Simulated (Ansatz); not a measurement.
According to the program Ansatz at the PBE level (PAW), Tl in the diamond structure (Fd-3m) relaxes to a = 7.118 Å. Tl has 4 nearest neighbours from 3.08 Å (tetrahedral).

Electronic character: metallic (no gap). Gap from PBE with spin–orbit coupling: none (metallic).

An equation-of-state fit gives a bulk modulus of 14.0 GPa.

The start of the workflow was typed in or built on a structure type; neither database checked (COD, Materials Project) lists it. It is not the phase usual at ambient conditions (space group No. 194). Symmetry was held in the PBE relaxation; whether a distortion lowers the energy is not shown. Spin–orbit coupling is left out wherever it is not named.

Potentials: the later of the program's two PAW sets.
